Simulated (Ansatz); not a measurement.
Consider the following.

BeSe:
```cif
data_Be3Se3
_chemical_formula_sum 'Be3 Se3'
_space_group_name_H-M_alt 'P 1'
_space_group_IT_number 1
_cell_length_a 3.67161
_cell_length_b 3.67161
_cell_length_c 8.26567
_cell_angle_alpha 90.000
_cell_angle_beta 90.000
_cell_angle_gamma 120.000
loop_
_space_group_symop_operation_xyz
  'x, y, z'
loop_
_atom_site_label
_atom_site_type_symbol
_atom_site_fract_x
_atom_site_fract_y
_atom_site_fract_z
_atom_site_occupancy
Be1 Be 0.50000 0.00000 0.50000 1
Be2 Be 0.00000 0.50000 0.16667 1
Be3 Be 0.50000 0.50000 0.83333 1
Se1 Se 0.50000 0.00000 0.00000 1
Se2 Se 0.00000 0.50000 0.66667 1
Se3 Se 0.50000 0.50000 0.33333 1
```

This is the PBE-relaxed structure.

All from PBE (plane waves, PAW; program Ansatz), unless another level is named. Estimate the electron effective mass.

0.22, 0.51, 3.0 mₑ (principal values).

Next, the band gap?

2.15 eV (indirect).

Next, the weight of the valence-edge state by species (Voronoi cells)?

Se 73 %, Be 27 %.

Predict the weight of the conduction-edge state by species (Voronoi cells).

Be 61 %, Se 39 %.

And the conduction-band minimum?

at M (3 equivalent valleys).

Space group P6_222. The cell is a constructed one: a structure type filled with these elements; neither database checked (COD, Materials Project) lists it. COD files the formula under space group No. 216, so this cell is another polymorph or a model. Its standing as an ambient phase is unchecked. The cell was relaxed with PBE under the symmetry of its start; its stability against distortions is not shown here. Scalar-relativistic: spin–orbit coupling is off unless named, which matters more the heavier the elements.

Potentials: the later of the program's two PAW sets.
